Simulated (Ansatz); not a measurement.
HfC (rock salt) is sheared across one {100} plane: the third cell vector gains the shift, so faults repeat every 7.0 Å. The cut lies between planes 2.32 Å apart; the cell height is held.

```
HfC
1.0
    3.28147     0.00000     0.00000
    0.00000     3.28147     0.00000
    1.64074     1.64074     6.96105
C Hf
3 3
Direct
  0.00000   0.00000   0.83333
  0.33333   0.33333   0.16667
  0.66667   0.66667   0.50000
  0.50000   0.50000   0.83333
  0.83333   0.83333   0.16667
  0.16667   0.16667   0.50000
```

In-plane vectors a = (3.281, 0.000) Å, b = (0.000, 3.281) Å, area 10.77 Å². The shift is s times the vector a (length 3.281 Å), so s = 1 restores the start. The shift is rigid: no atom relaxes. γ = [E(shift) − E(0)] / area.

These are r2SCAN (plane waves to 500 eV, PAW, scalar-relativistic; Ansatz, a program for electronic structure) values and carry that method's errors. k mesh 12×12×12 (Γ-centred), Fermi-Dirac smearing 0.05 eV. E is the zero-smearing estimate. With partly filled bands, the k mesh leaves noise in γ, roughly 0.02 J/m² as judged from a few cases. Faults lie only 7.0 Å apart, and holding the cell height and the atoms raises γ above its relaxed value. HfC is run without spin polarisation. HfC was relaxed with its symmetry unable to fall. Spin-orbit coupling is left out, though Hf is heavy. γ is measured from zero shift. The last digit holds for this mesh only.

```json
[
 {"s": "0.000", "γ (J/m²)": "0.00"},
 {"s": "0.083", "γ (J/m²)": "0.31"},
 {"s": "0.167", "γ (J/m²)": "withheld"},
 {"s": "0.250", "γ (J/m²)": "2.20"},
 {"s": "0.333", "γ (J/m²)": "3.14"},
 {"s": "0.417", "γ (J/m²)": "3.77"},
 {"s": "0.500", "γ (J/m²)": "3.98"},
 {"s": "0.583", "γ (J/m²)": "3.77"},
 {"s": "0.667", "γ (J/m²)": "3.14"},
 {"s": "0.750", "γ (J/m²)": "2.20"},
 {"s": "0.833", "γ (J/m²)": "withheld"},
 {"s": "0.917", "γ (J/m²)": "0.31"}
]
```

Task: Fit a Fourier form (three harmonics of 1 − cos and sin) to the given rows and predict γ at s = 0.167.

Result: Least squares on the 10 given rows: γ = (1.993)·[1 − cos(2πs)] + (0.103)·[1 − cos(4πs)], in J/m²; root-mean-square residual 0.005 J/m². At 0.167 the fit gives 1.15 J/m²; the calculation gives 1.14 J/m², so the interpolation is off by 0.01 (+0.9 %). 

(The slope of γ gives the shear force per area between the displaced halves; near zero shift its curvature is an elastic stiffness.)
